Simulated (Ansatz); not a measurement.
The structure is an experimental refinement, used without relaxation. The listed cell was then made from it by scaling, straining or moving an atom.

An input for PbO: DFT, LDA, all-electron LAPW, scalar-relativistic (Ansatz 0.2.0).

Command: `ansatz run input.yaml --threads 1 --pin off --max-ram 4096MiB --backend cpu --events-out ev --progress --plain --runs-dir out` The run took 86 s on 1 thread of Arm Neoverse V2, with other jobs on the host, peak memory 0.59 GiB.

```yaml
crystal:
  lattice:
    - [3.9477253708, 0.0, 0.0]
    - [0.0, 3.9477253708, 0.0]
    - [0.0, 0.0, 4.9882942864]
  atoms:
    - { symbol: Pb, position: [0.0, 0.5, 0.2351] }
    - { symbol: Pb, position: [0.5, 0.0, 0.7649] }
    - { symbol: O, position: [0.0, 0.0, 0.0] }
    - { symbol: O, position: [0.5, 0.5, 0.0] }
kpoints:
  mp_grid: { grid: [7, 7, 6] }
  band_path:
    path:
      - [0.0, 0.0, 0.0]
      - [0.0, 0.5, 0.0]
      - [0.5, 0.5, 0.0]
      - [0.0, 0.0, 0.0]
      - [0.0, 0.0, 0.5]
      - [0.0, 0.5, 0.5]
      - [0.5, 0.5, 0.5]
      - [0.0, 0.0, 0.5]
      - [0.0, 0.5, 0.0]
    npoints: 5
scf:
  occupations: { method: fermi_dirac, width: 0.03 }
hamiltonian:
  xc: lda
  pseudopotentials: { kind: all_electron, lapw: { basis_error: 0.001 } }
output:
  forces: true
  stress: true
  eigenvalues: true
```

The results part of the log:

```
SCF 1 converged in 10 iterations: F = -1139597.375988 eV  dr2 = 4.66e-8
NSCF: frozen V_eff on 41 k-points
SCF converged after 10 iterations
Free energy (F): -1139597.375988 eV
Harris-Foulkes:  -1139597.375988 eV  (|F-HF|=4.12e-8)
Internal energy: -1139597.375988 eV  (E = F + TS)
E sigma→0 (E₀):  -1139597.375988 eV
Fermi energy:    12.881927 eV
--- Per-component energies (eV) ---
  E_band       = -14139.742003
  E_kinetic    = 1312920.894346
  E_xc         = -20988.784590
  E_electrostatic = -2431529.485744  (all electrons and nuclei)
  E_smearing   = -0.000000  (= −TS)
  E_closure    = 0.000000  (closes the sum)
  E_atoms      = -1139572.945837  (free atoms, spherical and without spin; not in F)
  Σ components = -1139597.375988   (vs F -1139597.375988, Δ=0.00e0)
  Basis errors (estimates in eV, not in F): energy 4.4e-4 per atom: plane waves 4.0e-4 (2.4e-4 summed), levels above the bands 6.1e-182, relativity 1.2e-8, radial functions 4.0e-5, core shells 7.3e-8; eigenvalues (radial functions only) 5.6e-6; not estimated: angular momenta, meshes, grids; target (lapw.basis_error) 1.0e-3; muffin-tin radii O 1.011 Å, Pb 1.285 Å
--- Forces (eV/Å), atoms counted from 1 ---
  atom   1  Pb    -0.00000000     0.00000000     0.11766744
  atom   2  Pb    -0.00000000     0.00000000    -0.11766744
  atom   3  O     -0.00000000     0.00000000    -0.00000000
  atom   4  O     -0.00000000     0.00000000    -0.00000000
  max |Σ_I F_I| component: 2.49e-18 eV/Å
--- Stress (GPa, compression-positive) ---
       -0.110731       0.000000       0.000000
        0.000000      -0.110731       0.000000
        0.000000       0.000000       0.035687
  P = ⅓ Tr σ = -0.0619 GPa (-0.619 kbar)
--- Band table (eV; the first three rows and the last of 40) ---
  k-point 0: bands = ["-489.0063", "-489.0063", "-383.5283", "-383.5283", "-383.5204", "-383.5204", "-383.5163", "-383.5163", "-383.5163", "-383.5163", "-383.5144", "-383.5144", "-126.3414", "-126.3413", "-115.4574", "-115.4574", "-115.4574", "-115.4574", "-115.4534", "-115.4534", "-115.4479", "-115.4479", "-115.4473", "-115.4473", "-115.4473", "-115.4473", "-115.4470", "-115.4470", "-68.0566", "-68.0556", "-68.0506", "-68.0506", "-68.0500", "-68.0500", "-6.2502", "-5.6609", "-3.7964", "-3.7964", "-3.7155", "-3.7153", "-3.6087", "-3.5360", "-3.5360", "-3.5212", "-3.4962", "-1.9992", "4.7859", "5.4759", "7.6621", "7.6621", "10.3557", "10.3598", "10.3598", "12.1456", "14.5201", "17.4857", "17.8536", "17.8536", "18.7198", "18.7198", "19.6762", "20.2004", "22.2380", "25.9187", "27.2017"]
  k-point 1: bands = ["-489.0063", "-489.0063", "-383.5283", "-383.5283", "-383.5204", "-383.5204", "-383.5163", "-383.5163", "-383.5163", "-383.5163", "-383.5144", "-383.5144", "-126.3414", "-126.3413", "-115.4574", "-115.4574", "-115.4574", "-115.4574", "-115.4534", "-115.4534", "-115.4479", "-115.4479", "-115.4473", "-115.4473", "-115.4473", "-115.4473", "-115.4470", "-115.4470", "-68.0565", "-68.0556", "-68.0506", "-68.0506", "-68.0501", "-68.0501", "-6.2432", "-5.6565", "-3.7849", "-3.7849", "-3.7241", "-3.7036", "-3.6027", "-3.5502", "-3.5502", "-3.5252", "-3.5023", "-1.9955", "4.1458", "6.2997", "7.7022", "7.7022", "10.3458", "10.3535", "10.3535", "11.9999", "14.2669", "17.1200", "17.1200", "17.3923", "19.5108", "19.5675", "19.5675", "20.3617", "23.4962", "25.9386", "27.0220"]
  k-point 2: bands = ["-489.0063", "-489.0063", "-383.5283", "-383.5283", "-383.5204", "-383.5204", "-383.5163", "-383.5163", "-383.5163", "-383.5163", "-383.5144", "-383.5144", "-126.3414", "-126.3413", "-115.4574", "-115.4574", "-115.4574", "-115.4574", "-115.4534", "-115.4534", "-115.4479", "-115.4479", "-115.4473", "-115.4473", "-115.4473", "-115.4473", "-115.4470", "-115.4470", "-68.0564", "-68.0558", "-68.0505", "-68.0505", "-68.0501", "-68.0501", "-6.2291", "-5.6478", "-3.7565", "-3.7565", "-3.7418", "-3.6769", "-3.5877", "-3.5839", "-3.5839", "-3.5357", "-3.5176", "-1.9881", "3.5554", "7.3535", "7.7851", "7.7851", "10.3262", "10.3392", "10.3392", "11.5220", "14.0072", "16.3992", "16.3992", "16.7598", "20.2664", "20.5356", "20.5356", "20.7283", "25.3508", "25.9820", "26.1762"]
  k-point 39: bands = ["-489.0063", "-489.0063", "-383.5283", "-383.5283", "-383.5204", "-383.5204", "-383.5163", "-383.5163", "-383.5163", "-383.5163", "-383.5144", "-383.5144", "-126.3413", "-126.3413", "-115.4574", "-115.4574", "-115.4574", "-115.4574", "-115.4534", "-115.4534", "-115.4479", "-115.4479", "-115.4473", "-115.4473", "-115.4473", "-115.4473", "-115.4470", "-115.4470", "-68.0561", "-68.0561", "-68.0508", "-68.0507", "-68.0503", "-68.0503", "-5.8476", "-5.8209", "-3.6689", "-3.6419", "-3.6106", "-3.5979", "-3.5825", "-3.5759", "-3.5493", "-3.5476", "-2.6405", "-2.5389", "3.7572", "3.9171", "7.7888", "8.1481", "9.9377", "10.1480", "10.7898", "10.9880", "15.6360", "15.7561", "16.2377", "17.1057", "17.8381", "18.5822", "23.1061", "23.1746", "26.0542", "26.5356", "26.5510"]
```
